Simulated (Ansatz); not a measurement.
A geometry of ScPd away from equilibrium: step 3 of the relaxation of a generated trial cell of ScPd in the AFLOW prototype AB_oP8_57_d_d (as in TlF). Method: PBEsol (plane waves to 420 eV, PAW, scalar-relativistic; Ansatz, a first-principles code). Γ-centred k-mesh 6×7×7 on the run's cell (coarser than for final values), Fermi–Dirac smearing 0.05 eV. The plane waves were selected for a different cell earlier on the path.

```xyz
8
Lattice="5.5161 0.0000 0.0000 0.0000 5.1045 0.0000 0.0000 0.0000 4.9709" Properties=species:S:1:pos:R:3 pbc="T T T"
Sc     1.7494     2.7564     1.2427
Sc     1.7494     4.9003     3.7282
Sc     3.7666     0.2042     1.2427
Sc     3.7666     2.3480     3.7282
Pd     4.6941     2.8520     1.2427
Pd     4.6941     4.8047     3.7282
Pd     0.8220     0.2998     1.2427
Pd     0.8220     2.2525     3.7282
```

Question: What forces act on the atoms (eV/Å)?

Answer: 
```tsv
atom	Fx	Fy	Fz
Sc1	0.27	0.18	0.00
Sc2	0.27	-0.18	0.00
Sc3	-0.27	0.18	0.00
Sc4	-0.27	-0.18	0.00
Pd5	-0.70	-0.12	0.00
Pd6	-0.70	0.12	0.00
Pd7	0.70	-0.12	0.00
Pd8	0.70	0.12	0.00
```

The path ends in Pbcm (No. 57) (AFLOW prototype AB_oP8_57_d_d (as in TlF)). No spin polarisation in the result.

The run could not lose the symmetry of its start, so the end can be a saddle point.

The end of the path is a generated cell of ScPd: the first start was made by placing the elements on the sites of a structure type, and the end was not matched to a known phase here, so it may be hypothetical.
